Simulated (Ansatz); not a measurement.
## LiF: input and result

Input of a DFT run with Ansatz (development build), a test cell that isn't relaxed; energies in eV and lengths in Å:

```yaml
crystal:
  lattice:
    - [0, 2.013, 2.013]
    - [2.013, 0, 2.013]
    - [2.013, 2.013, 0]
  atoms:
    - { symbol: Li, position: [0, 0, 0] }
    - { symbol: F, position: [0.5, 0.5, 0.5] }
kpoints:
  mp_grid: { grid: [4, 4, 4] }
hamiltonian:
  xc: pbe
  pseudopotentials: { kind: all_electron }
  dispersion: none
scf:
  occupations: { method: fixed }
dielectric: {}
```

Command: `ansatz run input.yaml --threads 11`

It ran on all-electron PAW datasets (no frozen core) at 3600 eV.

Caveats: the program warns that the mesh is coarse for the field response; very coarse k mesh, result far from converged.

Q: What clamped-ion dielectric tensor of the whole cell results, and what Born charges (diagonal parts)?

A: 
```
2.05 0.00 0.00
0.00 2.05 0.00
0.00 0.00 2.05
```
| atom | Zxx | Zyy | Zzz |
| --- | --- | --- | --- |
| Li1 | 1.05 | 1.05 | 1.05 |
| F2 | -1.05 | -1.05 | -1.05 |

Q: How long does it take on 1 NVIDIA GB300 GPU, shared host?

A: About 3.4 s of wall time, 1.7 GiB of host memory.
